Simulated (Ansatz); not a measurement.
MgO:
```
CELL_PARAMETERS angstrom
      3.24678     0.00000     0.00000
     -1.62339     2.81180     0.00000
      0.00000     0.00000    10.39602
ATOMIC_POSITIONS crystal
  Mg 0.33333 0.66667 0.96954
  Mg 0.66667 0.33333 0.46954
  Mg 0.00000 0.00000 0.22089
  Mg 0.00000 0.00000 0.72089
  O  0.33333 0.66667 0.77997
  O  0.66667 0.33333 0.27997
  O  0.00000 0.00000 0.52959
  O  0.00000 0.00000 0.02959
```

Relaxed with r²SCAN. Special points in fractions of this cell's reciprocal vectors: Γ (0.000, 0.000, 0.000); M (0.500, 0.000, 0.000); K (0.333, 0.333, 0.000); A (0.000, 0.000, 0.500); L (0.500, 0.000, 0.500); H (0.333, 0.333, 0.500).

Question: List the band energies nearest the valence-band maximum at these points for plane-wave PAW r²SCAN (Ansatz code).

Answer: In eV from the valence-band maximum; about four levels below and three above (degenerate sets whole), none deeper than 8.9 eV; points with the same levels are listed once.

```
k                         below                above
-  ----------------------------  -------------------
Γ  -0.23 -0.23 -0.12 -0.12 0.00       4.31 6.67 6.77
M       -0.59 -0.57 -0.31 -0.28       7.48 7.82 9.14
K       -0.99 -0.59 -0.59 -0.29  8.73 8.73 9.34 9.34
A       -0.16 -0.16 -0.16 -0.16  5.12 5.12 8.38 8.38
L       -0.55 -0.55 -0.38 -0.38  7.73 7.73 9.07 9.07
H       -0.57 -0.57 -0.53 -0.53  8.73 8.73 9.34 9.34
```

Space group P6_3mc. The first step of the workflow began from a Materials Project structure, measured or hypothetical; the Crystallography Open Database copy checked does not list it. It is not the phase usual at ambient conditions (space group No. 225). Symmetry was held in the r²SCAN relaxation; its stability against distortions is not shown here.

Potentials: the later of the program's two PAW sets.
